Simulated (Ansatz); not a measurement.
The elements of this relaxed trial sheet are hidden behind letters. This is a two-dimensional sheet: the third axis spans vacuum and isn't periodic.

```
lattice vectors (Å)
   5.7209    0.0000    0.0000
  -2.8605    4.9545    0.0000
   0.0000    0.0000   23.8000
fractional positions
X 0.0000 0.0000 0.2941
Z 0.3333 0.6667 0.2941
Z 0.6667 0.3333 0.2941
```

Level of theory: DFT PBE, scalar-relativistic, plane waves, PAW (Ansatz 0.2.0). Settings of the last relaxation (3-atom cell): 420 eV, 12×12×1 k points, Gaussian smearing of 0.10 eV, no spin polarisation.

* Layer group: p6/mmm (No. 80)
* In-plane cell: a = 5.721 Å, b = 5.721 Å, γ = 120.0°
* Area per atom: 9.45 Å²
* Thickness between the outermost nuclei: 0.00 Å
* Formation energy: +0.10 eV/atom
* Gap on the 12×12×1 mesh of the 3-atom cell: 0 eV (a metal)

Energies are uncorrected and count from the elements' standard states at the same level.

Problem. X is an s-block element of period 4 and Z is a p-block element of period 6. Which elements are they?

Solution. X = Ca, Z = Bi, so the formula is CaBi2. Ca at height 0.00 Å has 6 Bi at 3.30 Å; Bi at height 0.00 Å has 3 Bi at 3.30 Å and 3 Ca at 3.30 Å. Other elements may fit the hints; this set was computed.

These runs have no spin–orbit coupling, which can matter for Bi. A structure relaxed within its symmetry needn't be a true minimum.
